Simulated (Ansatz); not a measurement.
Theory: DFT PBE, scalar-relativistic, plane waves, PAW (Ansatz). All cells share a 420 eV cutoff and Γ-centred k meshes spaced at most about 0.3 Å⁻¹ (about 0.25 or finer for metals, 2π included). No spin polarisation in the final relaxations.

Temperature and zero-point effects are left out. All come from trial cells, and lower structures may exist.

Question: Which of these relaxed structures of NaP2 is the lowest in energy?
A.

```xyz
3
Lattice="4.1106 0.0000 0.0000 -2.0553 3.5599 0.0000 0.0000 0.0000 4.3893" Properties=species:S:1:pos:R:3 pbc="T T T"
Na    0.0000    0.0000    0.0000
P     0.0000    2.3733    2.1946
P     2.0553    1.1866    2.1946
```

B.

```xyz
3
Lattice="4.6534 -1.6559 0.0000 4.6534 1.6559 0.0000 -0.5277 0.0000 4.1165" Properties=species:S:1:pos:R:3 pbc="T T T"
Na   -0.2639    0.0000    2.0583
P     6.5017    0.0000    0.5146
P     2.2773    0.0000    3.6019
```

Answer: B. It has space group C2/m (No. 12); the next, A, with the AlB2 type, space group P6/mmm (No. 191), lies 197 meV/atom higher. Counting P atoms around Na (those within 1.25 times the shortest such distance or 1.15 times the sum of covalent radii; a plus sign parts nearer from farther groups; the shortest distance is added where it is long for a bond), the lowest has Na 6+4 and the next has Na 12 from 3.2 Å. The lowest holds P–P chains (shortest 2.17 Å); the next holds P–P nets (shortest 2.37 Å).

In C2/m, P6/mmm an odd number of electrons in the primitive cell allows no gap without spin; a larger cell or a magnetic state could open one. A magnetic state wasn't ruled out in cells without spin, among them C2/m, P6/mmm. Cells relaxed within their symmetry can be saddle points. The C2/m cell of NaP2 came from shaking the P6/mmm one. Some candidate types were left out of the draw beforehand, so a known form may be missing.
